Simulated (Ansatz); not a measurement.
## Equation of state of LuPb$_{2}$

Space group I4/mmm (No. 139). a = 3.706 Å, b = 3.706 Å, c = 13.120 Å, α = 90.00°, β = 90.00°, γ = 90.00°
```csv
atom,site,symmetry,x,y,z
Lu,2a,4/mmm,0.0000,0.0000,0.0000
Pb,4e,4mm,0.0000,0.0000,0.3330
```

The runs use the primitive cell with vectors (-1.853, 1.853, 6.560), (1.853, -1.853, 6.560), (1.853, 1.853, -6.560) Å, to which the k mesh refers.

It takes space group I4/mmm (No. 139, tetragonal). Conventional cell: a = 3.706 Å, b = 3.706 Å, c = 13.120 Å, α = 90.00°, β = 90.00°, γ = 90.00°. Lu (site symmetry 4/mmm) is surrounded by 8 Pb at 3.42 Å and 4 Lu at 3.71 Å. Pb (site symmetry 4mm) is surrounded by 8 Pb at 3.41 to 3.71 Å and 4 Lu at 3.42 Å.

The geometry is COD entry 1522501, unchecked; take it as a test cell.

Spin–orbit coupling is left out, though it moves levels of the heavy atoms by tenths of an eV or more.

Levels of theory: DFT, PBEsol, all-electron LAPW, scalar-relativistic (Ansatz 0.2.0); DFT, PBEsol, PAW with Ansatz's default frozen-core files, scalar-relativistic (Ansatz 0.2.0).

For LAPW: a Γ-centred 12×12×12 k mesh, Fermi–Dirac smearing of 0.05 eV, basis error target 1 meV/atom, no spin polarisation. PAW takes a cutoff of 420 eV at this cell (files made with PBE, cores remade for this functional). The Ansatz runs share mesh, smearing and spin set-up. Plane-wave (PAW) pressures include the program's estimate of the Pulay term.

The cell above is scaled evenly, with fractional coordinates and shape held.

```
V/V(cell)  V (Å³/atom)  P, LAPW (GPa)  P, PAW (GPa)  free energy over the lowest listed, PAW (meV/atom)
   0.9400       28.232          -1.11         -1.12                                                 0.0
   0.9600       28.833          -2.07         -2.08                                                 6.0
   0.9800       29.434          -2.93         -2.94                                                15.5
   0.9900       29.734          -3.32         -3.33                                                21.4
   1.0000       30.034          -3.69         -3.70                                                27.9
   1.0100       30.335          -4.04         -4.05                                                35.2
   1.0200       30.635          -4.37         -4.38                                                43.1
   1.0400       31.236              ?             ?                                                   ?
   1.0600       31.836          -5.51         -5.51                                                80.4
```

Task: Fill in the row V/V(cell) = 1.0400.

Result: P, LAPW (GPa) = -4.97, P, PAW (GPa) = -4.98, free energy over the lowest listed, PAW (meV/atom) = 60.7.
